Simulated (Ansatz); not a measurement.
Si₃N₄ in space group P6_3/m (No. 176; Si on 6h, N on 2d, N on 6h) under volume change, PBEsol (plane waves, PAW; program Ansatz), shape and atoms relaxed at each volume.

| V (Å³/atom) | E − E(relaxed) (meV/atom) | P (GPa) |
|---|---|---|
| 9.524 | (withheld) | (withheld) |
| 9.838 | 31.4 | 16.82 |
| 10.152 | 7.5 | 7.81 |
| 10.466 | 0.0 | 0.00 |
| 10.780 | (withheld) | (withheld) |
| 11.094 | 25.9 | -12.63 |
| 11.408 | 55.8 | -17.70 |

### Question
Some entries are withheld; supply them.

### Answer

- 10.780, E − E(relaxed) (meV/atom): 6.8
- 10.780, P (GPa): -6.77
- 9.524, E − E(relaxed) (meV/atom): 74.3
- 9.524, P (GPa): 27.18

### Question
What does a third-order Birch–Murnaghan fit give for V₀, B₀ and B′?

### Answer
V₀ = 10.47 Å³/atom, B₀ = 242 GPa, B′ = 3.7.

The cell was relaxed with PBEsol under the symmetry of its start; phonons on a q-mesh show no instability.

Potentials: the earlier of the program's two PAW sets.
